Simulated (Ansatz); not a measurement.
All numbers below come from Ansatz, DFT PBE, scalar-relativistic, plane waves, PAW. Cutoff 420 eV, Γ-centred meshes of about 0.25 Å⁻¹ or finer for metals and 0.3 Å⁻¹ for insulators (2π included), Gaussian smearing. No spin polarisation.

Temperature and zero-point effects are left out.

Compare these two cells of Zn₂Sn₅N, each relaxed at this level.

A.

Space group I4/mmm (No. 139). a = 5.719 Å, b = 5.719 Å, c = 11.705 Å, α = 90.00°, β = 90.00°, γ = 90.00°
```tsv
atom	site	symmetry	x	y	z
Zn	4c	mmm.	0.0000	0.5000	0.0000
Sn	4e	4mm	0.0000	0.0000	0.1728
Sn	4d	-4m2	0.0000	0.5000	0.2500
Sn	2b	4/mmm	0.5000	0.5000	0.0000
N	2a	4/mmm	0.0000	0.0000	0.0000
```

B.

Space group P-3m1 (No. 164). a = 3.325 Å, b = 3.325 Å, c = 18.203 Å, α = 90.00°, β = 90.00°, γ = 120.00°
| atom | site | symmetry | x | y | z |
| --- | --- | --- | --- | --- | --- |
| Zn | 2d | 3m. | 0.3333 | 0.6667 | 0.0552 |
| Sn | 2d | 3m. | 0.6667 | 0.3333 | 0.6569 |
| Sn | 1b | -3m. | 0.0000 | 0.0000 | 0.5000 |
| Sn | 2d | 3m. | 0.6667 | 0.3333 | 0.1878 |
| N | 1a | -3m. | 0.0000 | 0.0000 | 0.0000 |

Question: Which would you expect to be lower, and how large is the difference?

Answer: B is lower, by 187 meV/atom. A has space group I4/mmm (No. 139), 23.9 Å³/atom and no gap on its mesh; B has space group P-3m1 (No. 164), 21.8 Å³/atom and no gap. Counting Sn or Zn atoms around N (for each partner element, those within 1.25 times its shortest distance or 1.15 times the sum of covalent radii, where it is the nearest in units of that sum or under 1.3), A has N 2 and B has N 6. The denser one is the lower, and pressure would at first widen the difference. Even the lower one lies +0.17 eV/atom against the reference forms of the elements (uncorrected), so neither is stable at this level. Both come from trial cells of a structure search, whose lowest cell (Pm, 23.6 Å³/atom) lies 45 meV/atom below the lower of the two.

Cells relaxed within their symmetry can be saddle points. Some candidate types were left out of the draw beforehand, so a known form may be missing.
